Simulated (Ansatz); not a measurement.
**Vibrational response of Zn$_{3}$PbO**

Theory: Ansatz, DFT PBE, scalar-relativistic, plane waves, PAW. Settings: 420 eV plane-wave cutoff, Γ-centred 8×8×8 mesh, Fermi-Dirac smearing of 0.15 eV. No spin polarisation. Phonons by linear response, acoustic sum rule imposed.

Equilibrium structure at this level:
```yaml
crystal:
  lattice:
    - [4.41744, 0.00000, 0.00000]
    - [0.00000, 4.41744, 0.00000]
    - [0.00000, 0.00000, 4.41744]
  atoms:
    - { symbol: Zn, position: [0.00000, 0.50000, 0.50000] }
    - { symbol: Zn, position: [0.50000, 0.00000, 0.50000] }
    - { symbol: Zn, position: [0.50000, 0.50000, 0.00000] }
    - { symbol: Pb, position: [0.00000, 0.00000, 0.00000] }
    - { symbol: O, position: [0.50000, 0.50000, 0.50000] }
```

Its imaginary modes show that this cell, built by swapping an element in a database structure, isn't a minimum of the energy. In a metal, frequencies and elastic constants depend on the k mesh and the smearing, soft modes and shear constants most. Spin–orbit coupling is left out, which matters for heavy elements. A semilocal functional can close a gap that the real compound has.

Optical modes at Γ; i marks an imaginary frequency:
```
frequency (meV) degeneracy
          19.5i           3
           5.4i           3
            8.9           3
           19.5           3
```

6 of the 12 optical modes are unstable, so the structure is a saddle point of the energy and would distort without enlarging its cell.

Whether Zn3PbO exists in this form wasn't checked.